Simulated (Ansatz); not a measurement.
Relaxed-ion elastic tensor of LiTaO$_{3}$ in space group P4mm (No. 99; Ta on 1b, Li on 1a, O on 1b, O on 2c) in GPa (Voigt order), PBEsol (plane waves, PAW; program Ansatz); density 6.38 g/cm³, 12.29 Å³ per atom.

```
      1     2     3     4     5     6
-  ----  ----  ----  ----  ----  ----
1   353  45.2  98.9   0.0   0.0   0.0
2  45.2   353  98.9   0.0   0.0   0.0
3  98.9  98.9   240   0.0   0.0   0.0
4   0.0   0.0   0.0  46.4   0.0   0.0
5   0.0   0.0   0.0   0.0  46.4   0.0
6   0.0   0.0   0.0   0.0   0.0  98.1
```

Q: Is the crystal mechanically stable?

A: Yes: the smallest eigenvalue of C is 46.4 GPa.

Q: Work out the Voigt, Reuss and Hill averages.

A: K_V = 159, K_R = 157, K_H = 158; G_V = 85.0, G_R = 69.1, G_H = 77.0 GPa.

Q: Give Young's modulus, Poisson's ratio, Pugh's ratio and the universal anisotropy index.

A: E = 9KG/(3K + G) = 199 GPa; ν = 0.29; K/G = 2.05 (ductile by the Pugh limit of 1.75); A_U = 5G_V/G_R + K_V/K_R − 6 = 1.16.

Q: Estimate the sound speeds and the Debye temperature.

A: v_l = √((K + 4G/3)/ρ) = 6400 m/s, v_t = √(G/ρ) = 3480 m/s, mean 3880 m/s; Θ = (h/k)(3n/4πV)^(1/3) v_m = 500 K.

Q: How much does each axis shrink under pressure?

A: Linear compressibilities β_i = Σ_j S_ij (j = 1 to 3): x 1.9, y 1.9, z 2.6 per TPa.

The start of the workflow was typed in or built on a structure type; neither database checked (COD, Materials Project) lists it. It is not the phase usual at ambient conditions (space group No. 161). Symmetry was held in the PBEsol relaxation; its stability against distortions is not shown here. The run is not spin-polarised. Scalar-relativistic: spin–orbit coupling is off unless named, which matters more the heavier the elements.

Potentials: the earlier of the program's two PAW sets. The files were generated under PBE; for other functionals the program regenerates the frozen cores, and for LDA and PBEsol the local potential too.
